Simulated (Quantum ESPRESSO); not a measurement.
# Computed records: ScAlInGaAs4 (made-up cell), ZnIn3As3S (made-up cell)

All values are calculated (Quantum ESPRESSO 7.5). Calculation on a made-up crystal cell, not a measurement: periodic Kohn-Sham density functional theory in plane waves with PseudoDojo standard norm-conserving scalar-relativistic pseudopotentials, each functional with its own files (v0.5 for PBE, v0.4.1 for LDA and PBEsol), no spin polarisation, no spin-orbit coupling, atoms not relaxed, stress positive in tension, energies less a fixed whole-eV offset for each atom's element; levels are Kohn-Sham levels at fractions of this cell's reciprocal vectors, counted from the reference band (half the neutral cell's valence electrons, rounded up) at Gamma; error bars cover cutoff and k-mesh only, not smearing or the files; added strain carries the atoms with the cell, and shear is the tensor component; each bar is the largest change over components, and at least 0.002 eV, 0.002 eV per angstrom or 0.02 GPa; energies are for the whole cell, and the offsets were chosen from early runs and are not element reference energies.

Common to all runs: lattice type zincblende/diamond; functional pbe; cutoff 1143 eV; scf tolerance 1e-07 eV; electrons removed 0.

(1) 
```xyz
8
Lattice="5.6752 0.0000 0.0000 0.0000 5.6752 0.0000 0.0000 0.0000 5.6752" Properties=species:S:1:pos:R:3 formula=ScAlInGaAs4 fermi_dirac_smearing=0.025 k_mesh=4_x_4_x_4,shifted_by_half_a_step pressure=12.52 stress_xx=-12.06 stress_yy=-13.53 stress_zz=-11.96 stress_yz=1.035 stress_xz=2.05 stress_xy=-0.2254 error_bar_stress=0.02 error_bar_force=0.00311 error_bars_from=tighter_rerun_of_a_related_cell
In    -0.1536    -0.0047     0.0321
Al     0.0453     2.7855     2.8022
Sc     2.9911    -0.0666     2.8893
Ga     2.8101     2.7246     0.0031
As     1.3694     1.4839     1.4739
As     1.4593     4.3335     4.2143
As     4.2657     1.4684     4.2282
As     4.4037     4.0884     1.4472
```

Units: fermi_dirac_smearing in eV; pressure, stress_xx, stress_yy, stress_zz, stress_yz, stress_xz, stress_xy, error_bar_stress in GPa; error_bar_force in eV/Å.

Atoms:
```
atoms element  atom site
           In          1
           Al          2
           Sc          3
           Ga          4
           As          5
           As          6
           As          7
           As          8
```

Forces:
```
site  x (eV/Å)  y (eV/Å)   z (eV/Å)
   1     1.534    0.2086    -0.1619
   2    0.4505    0.6811      1.563
   3    -0.494    0.1802     -1.892
   4   -0.1425     1.064     0.0188
   5     1.277    -1.009    -0.2853
   6   -0.7561    -1.912     0.8041
   7   0.09492     1.877  -0.001909
   8    -1.964    -1.089    -0.0447
```

(2) 
```xyz
8
Lattice="6.0732 0.0145 -0.0640 0.0145 6.2527 0.1061 -0.0640 0.1061 6.2824" Properties=species:S:1:pos:R:3 formula=ZnIn3As3S fermi_dirac_smearing=0.1 k_mesh=6_x_6_x_6,shifted_by_half_a_step free_energy_less_offsets=0.8833 smearing_term_minus_ts=-0.00842 scf_iterations=11 pressure=-2.721 stress_xx=2.135 stress_yy=2.978 stress_zz=3.05 stress_yz=1.9 stress_xz=-0.6968 stress_xy=0.2732 error_bar_energy=0.003494 error_bar_stress=0.02 error_bar_force=0.002 error_bars_from=tighter_rerun_of_a_related_cell
In    -0.0358    -0.0476     0.0051
In    -0.0463     3.1616     3.2161
Zn     3.0108     0.0868     3.1465
In     2.9819     3.1205     0.0196
S      1.4920     1.6113     1.5486
As     1.4701     4.7138     4.7771
As     4.5550     1.7123     4.7064
As     4.5437     4.7277     1.6332
```

Units: fermi_dirac_smearing, free_energy_less_offsets, smearing_term_minus_ts, error_bar_energy in eV; pressure, stress_xx, stress_yy, stress_zz, stress_yz, stress_xz, stress_xy, error_bar_stress in GPa; error_bar_force in eV/Å.

Atoms:
```
atoms element  atom site  atom energy offset (eV)
           In          1                    -1808
           In          2                    -1808
           Zn          3                    -5687
           In          4                    -1808
            S          5                     -302
           As          6                    -2887
           As          7                    -2887
           As          8                    -2887
```

Forces:
```
site  x (eV/Å)   y (eV/Å)  z (eV/Å)
   1    0.2058    -0.1562   -0.1852
   2    0.2951     0.2229   -0.1728
   3    0.2295    -0.2142    0.2177
   4     0.723  -0.006946    0.2177
   5    0.1412    -0.4084    0.4327
   6    0.1806      1.056     -0.61
   7   -0.9916    -0.8347   -0.1861
   8   -0.7837     0.3411    0.2861
```

(3) 
```xyz
8
Lattice="6.0732 0.0145 -0.0640 0.0145 6.2527 0.1061 -0.0640 0.1061 6.2824" Properties=species:S:1:pos:R:3 formula=ZnIn3As3S fermi_dirac_smearing=0.1 k_mesh=6_x_6_x_6,shifted_by_half_a_step free_energy_less_offsets=0.8466 smearing_term_minus_ts=-0.008087 scf_iterations=11 pressure=-2.797 stress_xx=2.169 stress_yy=3.076 stress_zz=3.148 stress_yz=1.596 stress_xz=-0.6049 stress_xy=0.1998 error_bar_energy=0.003494 error_bar_stress=0.02 error_bar_force=0.002 error_bars_from=tighter_rerun_of_a_related_cell
In    -0.0358    -0.0476     0.0051
In    -0.0463     3.1616     3.2161
Zn     3.0108     0.0868     3.1465
In     3.0587     3.1205     0.0196
S      1.4920     1.6113     1.5486
As     1.4701     4.7138     4.7771
As     4.5550     1.7123     4.7064
As     4.5437     4.7277     1.6332
```

Units: fermi_dirac_smearing, free_energy_less_offsets, smearing_term_minus_ts, error_bar_energy in eV; pressure, stress_xx, stress_yy, stress_zz, stress_yz, stress_xz, stress_xy, error_bar_stress in GPa; error_bar_force in eV/Å.

Atoms:
```
atoms element  atom site  atom energy offset (eV)
           In          1                    -1808
           In          2                    -1808
           Zn          3                    -5687
           In          4                    -1808
            S          5                     -302
           As          6                    -2887
           As          7                    -2887
           As          8                    -2887
```

Forces:
```
site  x (eV/Å)  y (eV/Å)  z (eV/Å)
   1    0.2876   -0.1498    -0.181
   2    0.3775    0.2213   -0.1803
   3    0.1285   -0.2137    0.2159
   4    0.2325   0.09602    0.1277
   5    0.2123   -0.3512    0.3789
   6    0.3479    0.9118   -0.4565
   7    -0.891   -0.9264   -0.2712
   8   -0.6953     0.412    0.3664
```

(4) 
```xyz
8
Lattice="6.0732 0.0145 -0.0640 0.0145 6.2527 0.1061 -0.0640 0.1061 6.2824" Properties=species:S:1:pos:R:3 formula=ZnIn3As3S fermi_dirac_smearing=0.1 k_mesh=6_x_6_x_6,shifted_by_half_a_step free_energy_less_offsets=0.843 smearing_term_minus_ts=-0.008023 scf_iterations=11 pressure=-2.808 stress_xx=2.178 stress_yy=3.088 stress_zz=3.16 stress_yz=1.507 stress_xz=-0.5771 stress_xy=0.1788 error_bar_energy=0.003494 error_bar_stress=0.02 error_bar_force=0.002 error_bars_from=tighter_rerun_of_this_cell
In    -0.0358    -0.0476     0.0051
In    -0.0463     3.1616     3.2161
Zn     3.0108     0.0868     3.1465
In     3.0814     3.1205     0.0196
S      1.4920     1.6113     1.5486
As     1.4701     4.7138     4.7771
As     4.5550     1.7123     4.7064
As     4.5437     4.7277     1.6332
```

Units: fermi_dirac_smearing, free_energy_less_offsets, smearing_term_minus_ts, error_bar_energy in eV; pressure, stress_xx, stress_yy, stress_zz, stress_yz, stress_xz, stress_xy, error_bar_stress in GPa; error_bar_force in eV/Å.

Atoms:
```
atoms element  atom site  atom energy offset (eV)
           In          1                    -1808
           In          2                    -1808
           Zn          3                    -5687
           In          4                    -1808
            S          5                     -302
           As          6                    -2887
           As          7                    -2887
           As          8                    -2887
```

Forces:
```
site  x (eV/Å)  y (eV/Å)  z (eV/Å)
   1    0.3119   -0.1481   -0.1798
   2    0.4018    0.2209   -0.1825
   3   0.09862   -0.2136    0.2154
   4   0.08842    0.1252    0.1039
   5    0.2313    -0.337    0.3659
   6    0.3955    0.8736   -0.4159
   7   -0.8593   -0.9565   -0.2995
   8   -0.6682    0.4354    0.3925
```

(5) 
```xyz
8
Lattice="6.0732 0.0145 -0.0640 0.0145 6.2527 0.1061 -0.0640 0.1061 6.2824" Properties=species:S:1:pos:R:3 formula=ZnIn3As3S fermi_dirac_smearing=0.1 k_mesh=6_x_6_x_6,shifted_by_half_a_step free_energy_less_offsets=0.8424 smearing_term_minus_ts=-0.007984 scf_iterations=11 pressure=-2.813 stress_xx=2.185 stress_yy=3.092 stress_zz=3.163 stress_yz=1.437 stress_xz=-0.5551 stress_xy=0.1626 error_bar_energy=0.003494 error_bar_stress=0.02 error_bar_force=0.002 error_bars_from=tighter_rerun_of_a_related_cell
In    -0.0358    -0.0476     0.0051
In    -0.0463     3.1616     3.2161
Zn     3.0108     0.0868     3.1465
In     3.0992     3.1205     0.0196
S      1.4920     1.6113     1.5486
As     1.4701     4.7138     4.7771
As     4.5550     1.7123     4.7064
As     4.5437     4.7277     1.6332
```

Units: fermi_dirac_smearing, free_energy_less_offsets, smearing_term_minus_ts, error_bar_energy in eV; pressure, stress_xx, stress_yy, stress_zz, stress_yz, stress_xz, stress_xy, error_bar_stress in GPa; error_bar_force in eV/Å.

Atoms:
```
atoms element  atom site  atom energy offset (eV)
           In          1                    -1808
           In          2                    -1808
           Zn          3                    -5687
           In          4                    -1808
            S          5                     -302
           As          6                    -2887
           As          7                    -2887
           As          8                    -2887
```

Forces:
```
site  x (eV/Å)  y (eV/Å)  z (eV/Å)
   1    0.3308   -0.1468   -0.1788
   2    0.4208    0.2207   -0.1844
   3   0.07517   -0.2135     0.215
   4  -0.02413    0.1478   0.08604
   5    0.2453   -0.3268    0.3565
   6    0.4321     0.845   -0.3855
   7   -0.8335   -0.9807   -0.3225
   8   -0.6466    0.4544    0.4138
```

(6) 
```xyz
8
Lattice="6.0732 0.0145 -0.0640 0.0145 6.2527 0.1061 -0.0640 0.1061 6.2824" Properties=species:S:1:pos:R:3 formula=ZnIn3As3S fermi_dirac_smearing=0.1 k_mesh=6_x_6_x_6,shifted_by_half_a_step
In    -0.0358    -0.0476     0.0051
In    -0.0463     3.1616     3.2161
Zn     3.0108     0.0868     3.1465
In     3.1134     3.1205     0.0196
S      1.4920     1.6113     1.5486
As     1.4701     4.7138     4.7771
As     4.5550     1.7123     4.7064
As     4.5437     4.7277     1.6332
```

Units: fermi_dirac_smearing in eV.

Atoms:
```
atoms element  atom site  atom energy offset (eV)
           In          1                    -1808
           In          2                    -1808
           Zn          3                    -5687
           In          4                    -1808
            S          5                     -302
           As          6                    -2887
           As          7                    -2887
           As          8                    -2887
```

(7) 
```xyz
8
Lattice="6.0732 0.0145 -0.0640 0.0145 6.2527 0.1061 -0.0640 0.1061 6.2824" Properties=species:S:1:pos:R:3 formula=ZnIn3As3S fermi_dirac_smearing=0.1 k_mesh=6_x_6_x_6,shifted_by_half_a_step
In    -0.0358    -0.0476     0.0051
In    -0.0463     3.1616     3.2161
Zn     3.0108     0.0868     3.1465
In     3.1464     3.1205     0.0196
S      1.4920     1.6113     1.5486
As     1.4701     4.7138     4.7771
As     4.5550     1.7123     4.7064
As     4.5437     4.7277     1.6332
```

Units: fermi_dirac_smearing in eV.

Atoms:
```
atoms element  atom site  atom energy offset (eV)
           In          1                    -1808
           In          2                    -1808
           Zn          3                    -5687
           In          4                    -1808
            S          5                     -302
           As          6                    -2887
           As          7                    -2887
           As          8                    -2887
```

(8) 
```xyz
8
Lattice="6.0732 0.0145 -0.0640 0.0145 6.2527 0.1061 -0.0640 0.1061 6.2824" Properties=species:S:1:pos:R:3 formula=ZnIn3As3S fermi_dirac_smearing=0.1 k_mesh=6_x_6_x_6,shifted_by_half_a_step
In    -0.0358    -0.0476     0.0051
In    -0.0463     3.1616     3.2161
Zn     3.0108     0.0868     3.1465
In     3.1651     3.1205     0.0196
S      1.4920     1.6113     1.5486
As     1.4701     4.7138     4.7771
As     4.5550     1.7123     4.7064
As     4.5437     4.7277     1.6332
```

Units: fermi_dirac_smearing in eV.

Atoms:
```
atoms element  atom site  atom energy offset (eV)
           In          1                    -1808
           In          2                    -1808
           Zn          3                    -5687
           In          4                    -1808
            S          5                     -302
           As          6                    -2887
           As          7                    -2887
           As          8                    -2887
```

Questions
1. ZnIn3As3S (made-up cell) (entry 6): stress zz?
2. What stress xz does the calculation give for ZnIn3As3S (made-up cell) (entry 6)?
3. ZnIn3As3S (made-up cell) (entry 6): stress yy?
4. ZnIn3As3S (made-up cell) (entry 6): stress xy?
5. What stress yz does the calculation give for ZnIn3As3S (made-up cell) (entry 7)?
6. Give the table of forces values for ZnIn3As3S (made-up cell) (entry 7).
7. Give the missing stress xz for ZnIn3As3S (made-up cell) (entry 8).
8. ZnIn3As3S (made-up cell) (entry 8): pressure?
9. Estimate the stress xx of ZnIn3As3S (made-up cell) (entry 8).
10. What stress yy does the calculation give for ZnIn3As3S (made-up cell) (entry 8)?

Calculated values
1. 3.162 GPa
2. -0.5375 GPa
3. 3.092 GPa
4. 0.1499 GPa
5. 1.253 GPa
6. 
Forces:
```
site  x (eV/Å)  y (eV/Å)  z (eV/Å)
   1    0.3808   -0.1432   -0.1762
   2    0.4709    0.2198   -0.1892
   3    0.0127   -0.2135     0.214
   4   -0.3197     0.206   0.04309
   5     0.279   -0.3031    0.3349
   6    0.5261    0.7749   -0.3104
   7   -0.7631     -1.05   -0.3897
   8   -0.5867    0.5089    0.4735
```
7. -0.473 GPa
8. -2.802 GPa
9. 2.207 GPa
10. 3.066 GPa

Further results for ZnIn3As3S (made-up cell) (entry 6):

- free energy less offsets: 0.8434 eV
- smearing term minus ts: -0.007959 eV
- scf iterations: 11
- pressure: -2.815 GPa
- stress xx: 2.19 GPa
- stress yz: 1.382 GPa
- error bar energy: 0.003494 eV
- error bar stress: 0.02 GPa
- error bar force: 0.002 eV/Å
- error bars from: tighter rerun of a related cell

Forces:
```
site  x (eV/Å)  y (eV/Å)  z (eV/Å)
   1    0.3459   -0.1457    -0.178
   2    0.4359    0.2204   -0.1859
   3   0.05638   -0.2135    0.2146
   4   -0.1136    0.1655   0.07249
   5     0.256   -0.3192    0.3495
   6    0.4608     0.823   -0.3622
   7   -0.8127    -1.001   -0.3417
   8   -0.6287    0.4702    0.4313
```

Further results for ZnIn3As3S (made-up cell) (entry 7):

- free energy less offsets: 0.8505 eV
- smearing term minus ts: -0.007922 eV
- scf iterations: 11
- pressure: -2.809 GPa
- stress xx: 2.201 GPa
- stress yy: 3.08 GPa
- stress zz: 3.147 GPa
- stress xz: -0.4964 GPa
- stress xy: 0.1211 GPa
- error bar energy: 0.003494 eV
- error bar stress: 0.02 GPa
- error bar force: 0.002 eV/Å
- error bars from: tighter rerun of a related cell

Further results for ZnIn3As3S (made-up cell) (entry 8):

* free energy less offsets: 0.8576 eV
* smearing term minus ts: -0.007915 eV
* scf iterations: 11
* stress zz: 3.131 GPa
* stress yz: 1.18 GPa
* stress xy: 0.1054 GPa
* error bar energy: 0.003494 eV
* error bar stress: 0.02 GPa
* error bar force: 0.002 eV/Å
* error bars from: tighter rerun of a related cell

Forces:
```
site  x (eV/Å)  y (eV/Å)  z (eV/Å)
   1    0.4007   -0.1418   -0.1753
   2    0.4909    0.2194   -0.1911
   3  -0.01198   -0.2135    0.2136
   4   -0.4353    0.2283   0.02765
   5     0.291    -0.295    0.3276
   6     0.562    0.7495   -0.2832
   7   -0.7346    -1.079    -0.418
   8   -0.5627    0.5319    0.4986
```
